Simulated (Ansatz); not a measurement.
Si2W in space group P6/mmm (No. 191; W on 1a, Si on 2d) under volume change, PBE (plane waves, PAW; program Ansatz), shape and atoms relaxed at each volume.

| V (Å³/atom) | E − E(relaxed) (meV/atom) | P (GPa) |
|---|---|---|
| 12.845 | 76.6 | 20.54 |
| 13.269 | [?] | [?] |
| 13.692 | 7.6 | 5.90 |
| 14.116 | 0.0 | 0.00 |
| 14.539 | 6.8 | -4.98 |
| 14.963 | [?] | [?] |
| 15.386 | 55.3 | -12.89 |

Complete the blanks.


- 14.963, E − E(relaxed) (meV/atom): 25.8
- 14.963, P (GPa): -9.30
- 13.269, E − E(relaxed) (meV/atom): 32.1
- 13.269, P (GPa): 12.89

What does a third-order Birch–Murnaghan fit give for V₀, B₀ and B′?

V₀ = 14.12 Å³/atom, B₀ = 180 GPa, B′ = 4.1.

The cell is a constructed one: a structure type filled with these elements; neither database checked (COD, Materials Project) lists it. It is not the phase usual at ambient conditions (space group No. 139). Symmetry was held in the PBE relaxation; its stability against distortions is not shown here. No spin polarisation was allowed. Scalar-relativistic: spin–orbit coupling is off unless named, which matters more the heavier the elements.

Potentials: the later of the program's two PAW sets.
